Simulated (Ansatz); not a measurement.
An Ansatz input:

```yaml
crystal:
  lattice:
    - [4.7277794693, 0.0, 0.0]
    - [-2.3638897347, 4.0943771239, 0.0]
    - [0.0, 0.0, 7.7361855426]
  atoms:
    - { symbol: Ba, position: [0.3333333333, 0.6666666667, 0.25] }
    - { symbol: Ba, position: [0.6666666667, 0.3333333333, 0.75] }
hamiltonian:
  xc: blyp
  pseudopotentials:
    kind: paw
    azcp:
      Ba: "pseudopotentials/Ba.paw.azcp"
basis:
  ecutwfc: 420
  fft_grid_basis: typed
kpoints:
  mp_grid: { grid: [9, 9, 5], shift: [0, 0, 0] }
magnetization:
  spin_polarized: false
scf:
  occupations: { method: fermi_dirac, width: 0.1 }
  lower_state_search: "off"
output:
  stress: true
```

and its output:

```
Engine: ansatz 0.2.0, aarch64-unknown-linux-gnu
Pseudopotentials: kind: paw
Pseudopotential: Ba, paw, valence charge 10, recommended cutoff 420 eV (normal) 
Functional definition: BLYP
  parameter beta = 0.0042
  parameter a = 0.04918
  parameter b = 0.132
  parameter c = 0.2533
  parameter d = 0.349
  exchange = b88_x(beta = beta)
  correlation = lyp_c(a = a, b = b, c = c, d = d)
Crystal: 2 atoms, lattice volume = 149.752 Å³
Basis set: ecut = 420 eV, 2875 PW (Γ), exchange–correlation on 64×64×108 points (8 copies of the dense FFT grid, shifted against one another)
Bands: 14, of which v1, the nominal top of the filled ones, is band 10 counted from 1 (9 counted from 0)
Symmetry: 24 space group operations
Space group: P63/mmc (ITA 194), of the structure as read, at distance tolerance 5.3e-5 Å
k-points: 36 of 405
Non-local potential: Ba, projectors of the file, l = 0: 3, l = 1: 2, l = 2: 2, l = 3: 2
PAW form: soft (Blöchl's): semilocal exchange-correlation on the pseudo side does not see the compensation charge
PAW frozen core: Ba, regenerated for the run's functional, and the local potential with it (the file was generated under x = pbe(κ = 0.804, μ = 0.2195149727645171), c = pbe(β = 0.06672455060314922))
PAW one-centre angular grid: Ba, 194 points (default); XC on 64 Gauss nodes
Initial density: superposition of atomic densities (neutral atoms: chi_scale 0, normalization atom), corrected by the library's trained network
Initial wavefunctions: pseudopotential atomic-orbital guess
Functional: x = b88, c = lyp
SCF iter   1: F=—  HF=-11936.588270 eV  |F-HF|=—  |Δ(HF+E_count)|=         —  Δρ=1.92e-3  dr2=6.16e-3  ethr=1.77e-3  ⟨swp⟩=7.9  Hψ=8085  notcnv=0
automatic band count: the SCF goes on with 18 bands, as 14 were too few: the levels above may hold too much charge
SCF iter   2: F=—  HF=-11936.589747 eV  |F-HF|=—  |Δ(HF+E_count)|=   1.48e-3  Δρ=1.18e-3  dr2=3.04e-3  ethr=3.08e-5  ⟨swp⟩=2.4  Hψ=1290  notcnv=0
SCF iter   3: F=—  HF=-11936.591578 eV  |F-HF|=—  |Δ(HF+E_count)|=   1.83e-3  Δρ=3.27e-4  dr2=3.47e-4  ethr=1.52e-5  ⟨swp⟩=3.0  Hψ=1100  notcnv=0
SCF iter   4: F=—  HF=-11936.591888 eV  |F-HF|=—  |Δ(HF+E_count)|=   3.09e-4  Δρ=9.78e-5  dr2=2.39e-5  ethr=1.74e-6  ⟨swp⟩=3.0  Hψ=1081  notcnv=0
SCF iter   5: F=—  HF=-11936.591907 eV  |F-HF|=—  |Δ(HF+E_count)|=   1.97e-5  Δρ=3.02e-5  dr2=3.51e-6  ethr=1.19e-7  ⟨swp⟩=2.0  Hψ=791  notcnv=0
SCF iter   6: F=—  HF=-11936.591910 eV  |F-HF|=—  |Δ(HF+E_count)|=   2.80e-6  Δρ=1.05e-5  dr2=3.45e-7  ethr=1.75e-8  ⟨swp⟩=2.1  Hψ=812  notcnv=0
SCF iter   7: F=-11936.591910 eV  HF=-11936.591910 eV  |F-HF|=2.75e-8  |Δ(HF+E_count)|=   1.75e-7  Δρ=1.80e-6  dr2=6.94e-9  ethr=5.00e-10  ⟨swp⟩=4.9  Hψ=2128  notcnv=0
SCF 1 converged in 7 iterations: F = -11936.591910 eV  dr2 = 6.94e-9
SCF converged after 7 iterations
Free energy (F): -11936.591910 eV
Harris-Foulkes:  -11936.591910 eV  (|F-HF|=2.75e-8)
Internal energy: -11936.464350 eV  (E = F + TS)
E sigma→0 (E₀):  -11936.528130 eV
Entropy (-TS):   -0.127560 eV (-63.780 meV/atom)
Fermi energy:    5.122956 eV
--- Per-component energies (eV) ---
  E_band       = -191.103179
  E_kinetic    = 330.429702
  E_local      = -842.588818  (includes V_loc(G=0)·N_el)
  E_nonlocal   = 114.806822
  E_hartree    = 268.570899
  E_xc         = -326.270834
  E_vxc        = -258.440254  (∫ρ·V_xc dr)
  E_paw        = -10494.853450  (= ΣΔE_a)
  E_vpaw       = -72.453343  (= ΣTr[D̂ρ^β])
  E_aug_tail   = -0.000004  (compensation charges beyond the density's cutoff)
  E_ewald      = -986.719496
  E_core_change = 0.160828  (= ΣΔE_core)
  E_smearing   = -0.127560  (= −TS)
  E_closure    = 0.000000  (closes the sum)
  Σ components = -11936.591910   (vs F -11936.591910, Δ=0.00e0)
--- Stress (GPa, compression-positive) ---
       -0.705904      -0.000000       0.000000
       -0.000000      -0.705904       0.000000
        0.000000       0.000000      -0.695060
  P = ⅓ Tr σ = -0.7023 GPa (-7.023 kbar)
```
